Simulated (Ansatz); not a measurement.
A trial structure of SiTe₅ was built thus: random cell by space group and Wyckoff sites (P4/mmm, No. 123). The dimensions are guesses.

```
CELL_PARAMETERS angstrom
6.16748 0.00000 0.00000
0.00000 6.16748 0.00000
0.00000 0.00000 5.19765
ATOMIC_POSITIONS crystal
Si 0.50000 0.50000 0.00000
Te 0.67950 0.67950 0.50000
Te 0.32050 0.32050 0.50000
Te 0.32050 0.67950 0.50000
Te 0.67950 0.32050 0.50000
Te 0.00000 0.00000 0.50000
```

Method: Ansatz, DFT PBE, scalar-relativistic, plane waves, PAW. Cutoff 420 eV, Gaussian smearing, Γ-centred meshes. Cell and atoms relax first on a coarse mesh and then on a finer one. In between, the cell is made exact in the group found at 0.06 Å. In metals the finer mesh still leaves noise of several meV/atom or more. The steps can't lower the symmetry of their start. No spin polarisation.

A guess keeps its type if space group and coordination stay and the shape of the cell changes little (axis ratios within about 15 %, angles within 6°); the volume may change.

Task: Does it keep its structure type, or change into something else?

Result: It doesn't keep its type. The symmetry stays P4/mmm (No. 123). The volume per atom grows by 3.6 %, from 33.0 to 34.1 Å³. The shortest distance goes from 2.21 Å (Te–Te) to 3.04 Å (Si–Te). The ratio c/a of the conventional cell changes by a factor of 0.44. Counting neighbours within 15 % of an atom's shortest distance, the start has Si 8, Te 2/4 and the end Si 10, Te 5/6. In detail, at the end around Si lie 8 Te at 3.04 Å and 2 Si at 3.06 Å; Te on a site of symmetry m2m has 2 Si at 3.04 Å, 3 Te at 3.06–3.16 Å and 2 Te at 3.71 Å; Te on a site of symmetry 4/mmm has 6 Te at 3.06–3.16 Å.

```
CELL_PARAMETERS angstrom
8.18447 0.00000 0.00000
0.00000 8.18447 0.00000
0.00000 0.00000 3.05676
ATOMIC_POSITIONS crystal
Si 0.50000 0.50000 0.00000
Te 0.72660 0.72660 0.50000
Te 0.27340 0.27340 0.50000
Te 0.27340 0.72660 0.50000
Te 0.72660 0.27340 0.50000
Te 0.00000 0.00000 0.50000
```

Formation energies are uncorrected and refer to the elements' standard structures at the same level.

Task: At what energy does it end?

Result: +0.32 eV/atom. The separate elements lie lower, so it is unstable against them.

The last run used a 6×6×12 mesh (in the run's order of axes) for its 6-atom cell and Gaussian smearing of 0.10 eV. These runs have no spin–orbit coupling, which can matter for Te. The reference form of Te is held partly by dispersion forces, which this level lacks. Symmetry constrained the relaxation, so the result can be a saddle point.

In counts of neighbours, a slash parts the counts of unlike sites.
